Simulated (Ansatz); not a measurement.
Relaxed LiNbO$_{3}$ (LiNbO3 type, space group R3c):

```
CELL_PARAMETERS angstrom
      2.59491     1.49817     4.67185
     -2.59491     1.49817     4.67185
      0.00000    -2.99635     4.67185
ATOMIC_POSITIONS crystal
  Li 0.70263 0.70263 0.70263
  Li 0.20263 0.20263 0.20263
  Nb 0.98385 0.98385 0.98385
  Nb 0.48385 0.48385 0.48385
  O  0.62628 0.87373 0.26322
  O  0.87373 0.26322 0.62628
  O  0.26322 0.62628 0.87373
  O  0.76322 0.37373 0.12628
  O  0.37373 0.12628 0.76322
  O  0.12628 0.76322 0.37373
```

The atoms are displaced by Q × the pattern below (from a DFPT mode at Γ, largest move 1; Q in Å), at fixed cell. It is one choice among 2 degenerate patterns.

```
atom       x       y       z
----  ------  ------  ------
Li1    0.120   0.525   0.000
Li2    0.120  -0.525   0.000
Nb3    0.197  -0.305   0.000
Nb4    0.197   0.305   0.000
O5    -0.283  -0.564   0.701
O6    -0.478  -0.503  -0.136
O7    -0.433  -0.702  -0.565
O8    -0.478   0.503   0.136
O9    -0.283   0.564  -0.701
O10   -0.433   0.702   0.565
```

The numbers are results of PBE (plane waves to 420 eV, PAW, scalar-relativistic; Ansatz, a first-principles code), not measurements. k mesh 8×8×8 (Γ-centred), Fermi-Dirac smearing 0.05 eV. Energies are smeared free energies. LiNbO3 is run without spin polarisation. LiNbO3 was relaxed with its symmetry unable to fall. ΔE is measured from the undisplaced structure.

The scan covers Q from -0.280 to 0.280 Å in 13 points.

Which space group does the distorted structure have?

P1 (No. 1), lowered from R3c.

Is the energy the same for equal positive and negative displacements?

Even: the same for both signs.

What is the energy change at Q = 0.280 Å?

412 meV/cell.

What harmonic wavenumber does the curvature at Q = 0 give?

143 cm⁻¹.

(For displaced atoms, the force is minus the slope of the energy, and its curvature is a force constant, which sets phonon frequencies.)
